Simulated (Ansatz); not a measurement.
Question: Name crystals whose computed values (DFT-PBEsol in the program Ansatz with PAW potentials) fall in these windows: Θ_D (K) 270 to 340; highest Γ mode, no LO–TO term (cm⁻¹) 250 to 310.

Answer: 

```json
[
 {"crystal": "HfW2, cubic Laves (MgCu2 type)", "Θ_D (K)": "307", "highest Γ mode, no LO–TO term (cm⁻¹)": "274"},
 {"crystal": "Al2Au, fluorite or antifluorite type", "Θ_D (K)": "294", "highest Γ mode, no LO–TO term (cm⁻¹)": "263"},
 {"crystal": "NiSb, NiAs type", "Θ_D (K)": "328", "highest Γ mode, no LO–TO term (cm⁻¹)": "266"},
 {"crystal": "MgZn2, P6_3/mmc (Mg on 4f, Zn on 2a, Zn on 6h)", "Θ_D (K)": "338", "highest Γ mode, no LO–TO term (cm⁻¹)": "269"},
 {"crystal": "ZnCdS2, P-4m2 (Zn on 1d, Cd on 1b, S on 2g)", "Θ_D (K)": "275", "highest Γ mode, no LO–TO term (cm⁻¹)": "305"}
]
```
Others may fit too.

Standing as an ambient phase not checked: HfW2, cubic Laves (MgCu2 type); MgZn2, P6_3/mmc (Mg on 4f, Zn on 2a, Zn on 6h); ZnCdS2, P-4m2 (Zn on 1d, Cd on 1b, S on 2g). Began spin-polarised and lost the moments: NiSb, NiAs type. All cells were relaxed under the symmetry of their starts (and spin orders); stability against distortions was not tested throughout. Rows with no word on spin ran without spin polarisation. Scalar-relativistic: spin–orbit coupling is off unless named, which matters more the heavier the elements.

Potentials: the later of the program's two PAW sets.
